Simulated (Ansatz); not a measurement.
**Diamond alloy of Si and C (12 of 64 Si sites exchanged), 64 atoms**

Ansatz, PAW, plane waves. PBEsol relaxation of volume and atoms (shape held) at the single k point (¼, ¼, ¼) without its symmetry partners; single points on the relaxed atoms at the single k point (¼, ¼, ¼) without its symmetry partners, onto which points of the small cell's zone fold. Arrangement: clustered. No spin–orbit coupling unless named.

Relaxed structure:

```xyz
64
Lattice="10.1913 0.0000 0.0000 0.0000 10.1913 0.0000 0.0000 0.0000 10.1913" Properties=species:S:1:pos:R:3 pbc="T T T"
Si    9.9791    0.0332   10.0645
Si   10.0491   10.0642    5.1670
Si   10.0897    5.1652   10.1513
Si   10.1389    5.0118    5.1759
Si    5.3022    0.0578    9.9446
Si    5.2040    5.0378    9.9107
Si    1.2065    1.2761    1.1668
Si    1.4933    1.1213    6.2140
Si    1.3235    6.3644    1.3095
Si    1.3788    6.5392    6.2636
Si    6.0831    1.5228    1.4758
Si    6.3424    6.4576    1.1524
Si    2.6641    2.5701   10.1567
Si    2.9510    2.4481    4.8990
Si    2.5904    7.6942   10.1671
Si    3.1452    7.8936    5.4707
Si    7.1838    2.6764    9.8681
Si    7.1463    1.9815    5.4672
Si    7.3588    7.9010    9.8316
Si    7.2441    7.2524    5.3263
Si    4.0452    3.7719    1.3658
Si    4.2401    3.8786    6.3742
Si    3.8865    9.0893    1.2024
Si    8.7001    3.7656    1.0828
Si    8.7564    3.5293    6.3776
Si    8.7237    8.9282    1.2779
Si    8.4739    8.8846    6.5095
Si    2.7958    0.3927    2.6278
Si    3.0414   10.1373    7.4894
Si    2.7247    5.1434    2.6931
Si    2.7587    5.2762    7.5628
Si    7.4107    0.0434    2.7139
Si    7.4644    4.9898    2.5925
Si    7.2484    4.9221    7.5038
Si    4.1916    1.6300    8.6077
Si    4.1716    6.1863    4.2148
Si    4.1989    6.8128    8.7107
Si    8.8101    1.3304    3.9387
Si    8.3855    1.0237    8.6569
Si    8.8450    6.3662    3.8629
Si    8.6837    6.3525    8.7379
Si   10.0726    2.5843    2.5016
Si    0.0438    2.3067    7.6457
Si    0.0840    7.7558    2.6464
Si   10.1338    7.7005    7.5896
Si    5.0293    7.6556    2.6240
Si    1.3225    3.7683    3.8396
Si    1.3325    3.9112    8.8497
Si    1.6354    9.0592    3.9899
Si    1.3641    9.0435    8.8078
Si    6.0289    3.5594    3.9306
Si    6.0536    9.0205    4.1949
C     5.4277    9.7949    5.8380
C     5.3338    5.0034    5.2436
C     6.5091    0.3067    6.4026
C     6.3917    5.7039    6.0266
C     4.4721    8.9654    6.6858
C     7.2034    9.9599    7.6363
C     3.8072    1.7817    3.3734
C     4.8866    2.5193    2.6919
C     5.1206    3.0808    7.8242
C     5.0752    8.3829    7.9273
C     6.1342    3.8150    8.6603
C     6.2991    9.0306    8.5508
```

Q: What are the mean bond lengths by pair (pairs within 1.2 times the sum of covalent radii, less contacts 15 % beyond the pair's median; cation–cation pairs of compounds aside; long ionic contacts are cut short by that bound)?

A: C–C 1.502 ± 0.044 Å (standard deviation, 9 bonds); C–Si 1.969 ± 0.066 Å (standard deviation, 24 bonds); Si–Si 2.338 ± 0.045 Å (standard deviation, 92 bonds).

Q: What gap lies between the top filled and the lowest empty level in the single points?

A: r²SCAN 0.15 eV (5.3 s on NVIDIA H100). Away from Γ this isn't the crystal's band gap. An indirect band minimum needn't fold onto Γ of this cell; where it doesn't, these gaps are too wide. A gap this small need not be a band gap: disorder can split a level that a gapless alloy holds at the Fermi level.
